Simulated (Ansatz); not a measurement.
Values for one crystal, relaxed and computed with plane-wave PAW PBE (Ansatz code); other levels are named.

```yaml
volume_per_atom: 12.52 Å³
electronic_character: metallic (no gap)
Density of states at the Fermi level: 1.1 states/eV per atom (mean over ±0.08 eV)
Formation energy from the elements (no fitted shifts): -0.13 eV/atom
```

Q: Pick the material that matches.
A) Si2W, MoSi2 or CaC2 type
B) Y3Si5, P-62m (Y on 3f, Si on 2d, Si on 3g)
C) SiMo2N, P6_3/mmc (Si on 2d, Mo on 4f, N on 2a)
D) InMo2C, P6_3/mmc (In on 2d, Mo on 4f, C on 2a)

A: C, SiMo2N, P6_3/mmc (Si on 2d, Mo on 4f, N on 2a)

The start of the workflow was typed in or built on a structure type; neither database checked (COD, Materials Project) lists it. Its standing as an ambient phase is unchecked. Symmetry was held in the PBE relaxation; its stability against distortions is not shown here. The workflow began spin-polarised and lost its moments. The references are the lowest solids computed at this level, not always the standard phases (solids in place of the gases). Spin–orbit coupling is left out wherever it is not named.

Potentials: the earlier of the program's two PAW sets.
